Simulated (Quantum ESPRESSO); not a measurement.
## Kohn-Sham bands of InCl (Cmcm)

```yaml
crystal:
  lattice:
    - [4.32687, 0.00000, 0.00000]
    - [0.00000, 0.00000, -4.43370]
    - [-2.16344, 6.10764, 0.00000]
  atoms:
    - { symbol: In, position: [0.60970, 0.25000, 0.21940] }
    - { symbol: In, position: [0.39030, 0.75000, 0.78060] }
    - { symbol: Cl, position: [0.15957, 0.75000, 0.31914] }
    - { symbol: Cl, position: [0.84043, 0.25000, 0.68086] }
```

Materials Project entry mp-571555; symmetrised, unrelaxed at this level. Not found in the COD (Crystallography Open Database) copy used, which has the formula in other groups; not checked further. Computed values, not measurements, from PBEsol: Quantum ESPRESSO (norm-conserving PseudoDojo potentials, cutoff 56 Ry, spinors with spin-orbit coupling) on a Γ-centred 6×6×6 mesh, then Wannier90. Density: 8×8×8 mesh, cold smearing 0.01 Ry.

List the Kohn-Sham levels between −8 and 4.0 eV relative to the valence-band maximum at the high-symmetry points, as a band run of pw.x on that density gives them (levels within 2 meV counted together).


| point | k (reciprocal lattice) | levels (eV) |
|---|---|---|
| Γ | 0.000 0.000 0.000 | -4.72 (×2), -4.35 (×2), -4.15 (×2), -3.77 (×2), -3.49 (×2), -2.96 (×2), -2.84 (×2), -1.00 (×2), 3.38 (×2) |
| Y | 0.000 0.000 0.500 | -5.79 (×2), -4.18 (×2), -3.67 (×2), -3.58 (×2), -3.03 (×2), -2.80 (×2), -1.80 (×2), -1.59 (×2), 2.01 (×2), 3.58 (×2) |
| C_0 | 0.437 0.000 0.281 | -6.06 (×2), -5.13 (×2), -3.44 (×2), -3.08 (×2), -2.98 (×2), -2.89 (×2), -1.76 (×2), -0.03 (×2), 1.59 (×2), 2.29 (×2), 2.80 (×2), 3.40 (×2) |
| Σ_0 | 0.563 0.000 -0.281 | -6.06 (×2), -5.13 (×2), -3.44 (×2), -3.08 (×2), -2.98 (×2), -2.89 (×2), -1.76 (×2), -0.03 (×2), 1.59 (×2), 2.29 (×2), 2.80 (×2), 3.40 (×2) |
| Z | 0.000 -0.500 0.000 | -5.43 (×4), -3.60 (×4), -2.96 (×4), -1.18 (×4), 2.17 (×4), 3.74 (×4) |
| A_0 | 0.563 -0.500 -0.281 | -4.64 (×2), -4.64 (×2), -4.48 (×2), -4.46 (×2), -3.34 (×2), -3.29 (×2), -1.91 (×2), -1.87 (×2), 2.27 (×2), 2.41 (×2), 3.84 (×2), 3.95 (×2) |
| E_0 | 0.437 -0.500 0.281 | -4.64 (×2), -4.64 (×2), -4.48 (×2), -4.46 (×2), -3.34 (×2), -3.29 (×2), -1.91 (×2), -1.87 (×2), 2.27 (×2), 2.41 (×2), 3.84 (×2), 3.95 (×2) |
| T | 0.000 -0.500 0.500 | -5.78 (×4), -3.00 (×4), -2.88 (×4), -1.11 (×4), 1.71 (×4) |
| S | 0.500 0.000 0.000 | -5.98 (×2), -5.25 (×2), -3.27 (×2), -3.16 (×2), -3.04 (×2), -2.98 (×2), -1.67 (×2), -0.08 (×2), 1.50 (×2), 2.29 (×2), 2.85 (×2), 3.51 (×2) |
| R | 0.500 -0.500 0.000 | -4.69 (×4), -4.18 (×4), -3.59 (×4), -2.00 (×4), 2.71 (×4), 3.55 (×4) |
